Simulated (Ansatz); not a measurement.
**ZnSe: zone-centre modes**

Theory: Ansatz 0.2.0, DFT r2SCAN, scalar-relativistic, plane waves, PAW. Settings: plane waves to 500 eV, k-mesh 8×8×6 (Γ-centred), Gaussian smearing 0.05 eV. No spin polarisation.

The starting cell (as given, not relaxed at this level):

```
Zn Se
1.0
     0.00000   -2.83380   -2.83380
     0.00000    2.83380   -2.83380
     5.66760    0.00000    0.00000
Zn Se
2 2
Direct
  0.50000 0.50000 0.50000
  0.00000 0.00000 0.00000
  0.00000 0.50000 0.25000
  0.50000 0.00000 0.75000
```

Harmonic modes by finite displacements of 0.02 Å, without the LO–TO term. The cell doubles the primitive one, so its zone centre also holds the primitive cell's point q = (0, 1/2, 1/2).

At this geometry, is the structure stable against these modes?

Yes: no mode is imaginary beyond 10 cm⁻¹, and only the three translations lie near zero.

List the wavenumbers in cm⁻¹.

0, 0, 0, 72, 72, 195, 200, 204, 204, 204, 210, 210.

Cost: 1 run of about 5.4 core-minutes, on Oxide Virtual Turin-like Processor (Zen 5) (shared hosts).